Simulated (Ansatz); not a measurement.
Name crystals whose computed values (r²SCAN (plane waves, PAW; program Ansatz)) fall in these windows: G_Hill (GPa) 49 to 63; HSE06 gap (eV) 9.0 to 12.



```csv
crystal,G_Hill (GPa),HSE06 gap (eV)
"YF3, Pnma (Y on 4c, F on 8d, F on 4c)",55.7,10.26
"KMgF3, cubic perovskite",51.4,9.61
```
Others may fit too.

Standing as an ambient phase not checked: YF3, Pnma (Y on 4c, F on 8d, F on 4c). All cells were relaxed under the symmetry of their starts (and spin orders); stability against distortions was not tested throughout. Rows with no word on spin ran without spin polarisation. Scalar-relativistic: spin–orbit coupling is off unless named, which matters more the heavier the elements.

Potentials: the later of the program's two PAW sets.
